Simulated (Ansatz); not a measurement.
Space group Fd-3m:1 (No. 227). a = 7.851 Å, b = 7.851 Å, c = 7.851 Å, α = 90.00°, β = 90.00°, γ = 90.00°
| atom | site | symmetry | x | y | z |
| --- | --- | --- | --- | --- | --- |
| Na | 8a | -43m | 0.5000 | 0.0000 | 0.5000 |
| Au | 16d | .-3m | 0.1250 | 0.6250 | 0.1250 |

Equation of state of this NaAu₂ structure (not necessarily the ground state), with shape and atoms relaxed at each volume where symmetry leaves them free. It has no gap at any of these volumes. The calculation used Ansatz, DFT r2SCAN, scalar-relativistic, plane waves, PAW.

Plane waves to 500 eV, a k mesh through Γ of 8×8×8 on the computed 6-atom cell and Gaussian smearing (0.10 eV); no spin polarisation.

| V (Å³/atom) | E − E(largest V) (meV/atom) | P (GPa) |
| --- | --- | --- |
| 18.952 | 5.20 | 6.10 |
| 19.556 | -11.35 | 2.76 |
| 20.161 | -16.43 | 0.01 |
| 20.766 | -12.10 | -2.26 |
| 21.371 | 0.00 | -4.11 |

Fit a third-order Birch–Murnaghan equation to E(V).

V0 = 20.17 Å³/atom, B0 = 83 GPa, B0' = 5.5.

Spin-orbit coupling is left out, which matters for the bands of heavy elements.